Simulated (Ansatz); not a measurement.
TaAgO3:
```xyz
10
Lattice="2.7608 1.5940 4.5877 -2.7608 1.5940 4.5877 0.0000 -3.1879 4.5877" Properties=species:S:1:pos:R:3 pbc="T T T"
Ta     0.0000     0.0000     0.0000
Ta     0.0000     0.0000     6.8815
Ag     0.0000     0.0000    10.3223
Ag     0.0000     0.0000     3.4408
O      0.3197     1.5940     8.0285
O     -0.3197    -1.5940     5.7346
O     -1.5403    -0.5201     8.0285
O      1.5403     0.5201     5.7346
O      1.2206    -1.0738     8.0285
O     -1.2206     1.0738     5.7346
```

The program Ansatz at the r²SCAN level (PAW) gives a gap of 2.31 eV without spin–orbit coupling, maximum off the standard path, at k = (0.167, 0.167, -0.365) in fractions of the reciprocal vectors, minimum at F.

Problem. What happens when spin–orbit coupling is switched on?

Solution. The gap decreases by 0.06 eV, to 2.25 eV; maximum off the standard path, at k = (0.177, 0.177, -0.354) in fractions of the reciprocal vectors, minimum at F.

Problem. Give the electron effective mass with spin–orbit coupling.

Solution. 0.31, 0.35, 5.4 mₑ (principal values).

Problem. Give the hole effective mass with spin–orbit coupling.

Solution. 1.4, 1.6, 4.3 mₑ (principal values).

Space group R-3c. The workflow started from a Materials Project entry (that database holds measured and hypothetical structures alike); the Crystallography Open Database copy checked does not list it. COD files the formula under space group No. 161. Its standing as an ambient phase is unchecked. The r²SCAN relaxation kept the symmetry of its start; phonons show weakly imaginary modes. The run is not spin-polarised.

Potentials: the later of the program's two PAW sets.
